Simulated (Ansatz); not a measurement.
## Collinear states of TiCl₂

Method: Ansatz 0.2.0, DFT r2SCAN, scalar-relativistic, plane waves, PAW.

```yaml
crystal:
  lattice:
    - [0.00000, 3.12977, 3.12977]
    - [3.12977, 0.00000, 3.12977]
    - [3.12977, 3.12977, 0.00000]
  atoms:
    - { symbol: Ti, position: [0.00000, 0.00000, 0.00000] }
    - { symbol: Cl, position: [0.25000, 0.25000, 0.25000] }
    - { symbol: Cl, position: [0.75000, 0.75000, 0.75000] }
```

- plane-wave cutoff: 500 eV
- Γ-centred k-mesh: 8×8×8
- occupation rule: Gaussian smearing, 0.02 eV
- list of starting moments (μB, in atom order): 1 0 0
- check for lower electronic states after the SCF: asked for but not made

All runs keep this geometry, which stands near equilibrium for the lowest state (largest force there 0.000 eV/Å, pressure 0.3 GPa; forces reach 0.02 eV/Å in another state) and needn't be a stable compound; relaxing each order can shift differences of a few meV. A propagation vector, in units of the reciprocal vectors, doubles the cell, which takes an equally dense mesh. Site moments are spin moments in atom-centred spheres that scale with the neighbour distance. The states are those that the runs reached from these starts; a lower one can exist.

Problem. Starts tried: no spin; ferromagnetic; antiferromagnetic, doubled cell, propagation vector (0, 0, 1/2). Which state comes out lowest, and what are the moments?

Solution. The lowest state is ferromagnetic, reached from the start “ferromagnetic”, with site moments (μB) Ti +1.65.

| start | ends | energy above lowest (meV/atom) | site moments (μB) | gap on mesh (eV) | P (GPa) |
| --- | --- | --- | --- | --- | --- |
| no spin | non-magnetic | 469 | none over 0.05 | metal | -3.1 |
| ferromagnetic | ferromagnetic | 0.00 | Ti +1.65 | 1.89 | 0.3 |
| antiferromagnetic, doubled cell, propagation vector (0, 0, 1/2) | antiferromagnetic | 5.51 | Ti +1.62, Ti -1.62 | 1.98 | 0.4 |

Cost: 3 runs of about 1.4 core-minutes in all, on Intel Xeon Processor @ 2.70GHz (shared hosts).